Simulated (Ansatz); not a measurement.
The start is a generated cell, Zn built in the beta-W structure type. A full variable-cell relaxation at zero pressure is run with r2SCAN (plane waves to 500 eV, PAW, scalar-relativistic; Ansatz, a program for electronic structure). First-step values are on the input's coarse k-mesh.

Ansatz input (later rounds restart from its end on a renewed k-mesh):
Ansatz 0.2 input:
```yaml
crystal:
  lattice:
    - [4.978951, 0, 0]
    - [0, 4.978951, 0]
    - [0, 0, 4.978951]
  atoms:
    - { symbol: Zn, position: [0.25, 0, 0.5] }
    - { symbol: Zn, position: [0.75, 0, 0.5] }
    - { symbol: Zn, position: [0, 0.5, 0.25] }
    - { symbol: Zn, position: [0, 0.5, 0.75] }
    - { symbol: Zn, position: [0.5, 0.25, 0] }
    - { symbol: Zn, position: [0.5, 0.75, 0] }
    - { symbol: Zn, position: [0, 0, 0] }
    - { symbol: Zn, position: [0.5, 0.5, 0.5] }
basis: { ecutwfc: 500, ecutrho_ratio: 4, xc_grid: 4, fft_grid_basis: typed }
kpoints: { mp_grid: { grid: [7, 7, 7] } }
hamiltonian:
  xc: r2scan
  dispersion: none
  pseudopotentials: { azcp: { folder: ./paw }, kind: paw }
scf: { occupations: { method: fermi_dirac, width: 0.05 } }
relax: { f_tol: 0.01, max_steps: 100, cell: { stress_tol: 0.02 } }
output: { forces: true, stress: true }
```

```json
{
  "initial_pressure": "-4.4 GPa (negative: the cell is under tension)",
  "outcome": "The space group stays Pm-3n (No. 223) (the run could not lower it), with 8 atoms in the primitive cell",
  "energy_released": "0.01 eV/atom",
  "volume_change": "-6.0 %, from 15.43 to 14.50 Å³/atom",
  "Shortest distances (start → end)": "The closest pairs of elements (up to four, under 3.6 Å), start → end: Zn–Zn 2.49 → 2.44 Å",
  "band_gap_at_the_end": "no gap (metallic)",
  "optimiser_moves": "6"
}
```

The end point of the relaxation:

```cif
data_Zn8
_chemical_formula_sum 'Zn8'
_space_group_name_H-M_alt 'Pm-3n'
_space_group_IT_number 223
_space_group_name_Hall '-P 4n 2 3'
_cell_length_a 4.87691
_cell_length_b 4.87691
_cell_length_c 4.87691
_cell_angle_alpha 90.000
_cell_angle_beta 90.000
_cell_angle_gamma 90.000
loop_
_atom_site_label
_atom_site_type_symbol
_atom_site_symmetry_multiplicity
_atom_site_Wyckoff_symbol
_atom_site_fract_x
_atom_site_fract_y
_atom_site_fract_z
_atom_site_occupancy
Zn1 Zn 6 c 0.00000 0.50000 0.25000 1
Zn2 Zn 2 a 0.00000 0.00000 0.00000 1
```

Final values are on a 10×10×10 k-mesh of the relaxed cell. No spin polarisation in the result.

The run could not lose the symmetry of its start, so the end can be a saddle point.

All atoms sit on sites fixed by symmetry, so only the cell could relax.

The relaxed structure here is a generated cell of Zn: the first start was made by placing the elements on the sites of a structure type, and the end was not matched to a known phase here, so it may be hypothetical. Known forms of Zn include space group No. 194.
